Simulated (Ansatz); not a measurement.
Hf₃Si₂:
```xyz
10
Lattice="6.9949 0.0000 0.0000 0.0000 6.9949 0.0000 0.0000 0.0000 3.6683" Properties=species:S:1:pos:R:3 pbc="T T T"
Hf     4.7083     5.7841     1.8341
Hf     2.2866     1.2108     1.8341
Hf     1.2108     4.7083     1.8341
Hf     5.7841     2.2866     1.8341
Hf     3.4975     3.4975     0.0000
Hf     0.0000     0.0000     0.0000
Si     4.3627     0.8653     0.0000
Si     2.6322     6.1297     0.0000
Si     6.1297     4.3627     0.0000
Si     0.8653     2.6322     0.0000
```

Relaxed with r²SCAN. Special points in fractions of this cell's reciprocal vectors: Γ (0.000, 0.000, 0.000); X (0.000, 0.500, 0.000); M (0.500, 0.500, 0.000); Z (0.000, 0.000, 0.500); R (0.000, 0.500, 0.500); A (0.500, 0.500, 0.500).

Problem. List the band energies nearest the Fermi level at these points for r²SCAN (plane waves, PAW; program Ansatz).

Solution. In eV from the Fermi level; about four levels below and three above (degenerate sets whole), none deeper than 8.9 eV; points with the same levels are listed once.

```csv
k,below,above
Γ,-0.55 -0.55 -0.36 -0.28 -0.20,1.15 1.25 1.66 1.66
X,-1.42 -1.42 -0.38 -0.38,0.61 0.61 1.02 1.02
M,-0.34 -0.34 -0.04 -0.04,0.26 0.26 1.47 1.47
Z,-2.04 -1.36 -1.36 -0.81,0.02 0.21 0.24 0.24
R,-0.45 -0.45 -0.16 -0.16,2.16 2.16 3.02 3.02
A,-0.65 -0.65 -0.63 -0.63,2.31 2.31 3.92 3.92
```

Space group P4/mbm. The workflow started from a Materials Project entry (that database holds measured and hypothetical structures alike); the Crystallography Open Database copy checked does not list it. Its standing as an ambient phase is unchecked. The cell was relaxed with r²SCAN under the symmetry of its start; its stability against distortions is not shown here. The run is not spin-polarised. Scalar-relativistic: spin–orbit coupling is off unless named, which matters more the heavier the elements.

Potentials: the earlier of the program's two PAW sets.
